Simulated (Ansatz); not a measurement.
## AlP: computed property card

AlP:
```yaml
crystal:
  lattice:
    - [4.03678, 0.00000, 0.00000]
    - [-2.01839, 3.49595, 0.00000]
    - [0.00000, 0.00000, 5.39897]
  atoms:
    - { symbol: Al, position: [0.33333, 0.66667, 0.25000] }
    - { symbol: Al, position: [0.66667, 0.33333, 0.75000] }
    - { symbol: P, position: [0.33333, 0.66667, 0.75000] }
    - { symbol: P, position: [0.66667, 0.33333, 0.25000] }
```

Space group P6_3/mmc (No. 194); conventional cell a = 4.037 Å, b = 4.037 Å, c = 5.399 Å, α = 90.00°, β = 90.00°, γ = 120.00°.

Method: plane-wave PAW LDA (Ansatz code). The cell and atoms are relaxed at this level. Other levels are named where they apply.

### Cell and energy

- Volume per atom: 19.05 Å³
- Density: 2.53 g/cm³
- Formation energy from the elements (no fitted shifts): -0.34 eV/atom

### Electronic structure

Electronic character: metallic (no gap)
Density of states at the Fermi level: 0.16 states/eV per atom (mean over ±0.08 eV)

### Mechanics

Bulk modulus (Birch–Murnaghan fit): 83.4 GPa
Pressure derivative B′: 4.5
Elastic constants (relaxed ions, GPa): C11 = 142, C12 = 118, C13 = 42.2, C33 = 119, C44 = 31.2
Mechanical stability: stable (all eigenvalues of C positive)
Hill bulk and shear moduli: 86.6 and 24.0 GPa
Young's modulus: 65.9 GPa
Poisson's ratio: 0.37
Debye temperature from the elastic constants: 388 K

### Phonons

Highest zone-centre frequency: 464 cm⁻¹
Zone-centre stability: unstable, softest mode 250i cm⁻¹

The cell is a constructed one: a structure type filled with these elements; neither database checked (COD, Materials Project) lists it. It is not the phase usual at ambient conditions (space group No. 216). The cell was relaxed with LDA under the symmetry of its start. A crystal of weakly bound layers computed without a dispersion correction: the cell and the soft elastic constants depend strongly on that. As this level gives no gap, shear constants depend on the k-mesh and smearing (Fermi–Dirac, 0.1 eV here). As this level gives no gap, phonon frequencies hold no LO–TO term and depend on the k-mesh and smearing (Fermi–Dirac, 0.1 eV here). The references are the lowest solids computed at this level, not always the standard phases.

Potentials: the later of the program's two PAW sets.
